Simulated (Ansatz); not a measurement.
Base run

Ansatz input (lattice in Å, positions in fractions of it; a bare `kind: paw` takes the build's default datasets)
```yaml
crystal:
  lattice:
    - [0.0, 3.33, 3.33]
    - [3.33, 0.0, 3.33]
    - [3.33, 3.33, 0.0]
  atoms:
    - { symbol: Hg, position: [0.0052013538, 0.0052013538, 0.0052013538] }
    - { symbol: Te, position: [0.25, 0.25, 0.25] }
kpoints:
  mp_grid: { grid: [4, 4, 4] }
hamiltonian:
  xc: hse06
  pseudopotentials: { kind: paw }
scf:
  occupations: { method: fermi_dirac, width: 0.1 }
output:
  forces: true
  stress: true
  eigenvalues: true
```

The calculation used Ansatz 0.2.0 development build, HSE06, plane waves, PAW datasets (generated soft set 1).

The cutoff used is 420 eV.

The stress includes the program's correction for the finite plane-wave basis.

It gives a pressure of -1.16 GPa and an rms force of 0.167 eV/Å.

(1) What changes with an exchange cutoff ratio of 1?

(2) What changes with an exchange cutoff ratio of 2?

(3) What changes with the regularized exchange singularity in place of the Wigner–Seitz cut?

Results:

(1) The pressure doesn't move by more than 0.01 GPa, the forces move by 0.1 meV/Å (rms), and the free energy changes by +44.55 meV/atom.

(2) The pressure is unchanged to within 0.01 GPa, the forces move by 0.0 meV/Å (rms), and the free energy changes by -0.03 meV/atom.

(3) The pressure doesn't move by more than 0.01 GPa, the forces move by 0.0 meV/Å (rms), and the free energy changes by -0.13 meV/atom.

The k-mesh is coarse, so these values belong to this mesh and can lie far from the converged ones. The program warned that the forces were taken on a coarse exchange grid.
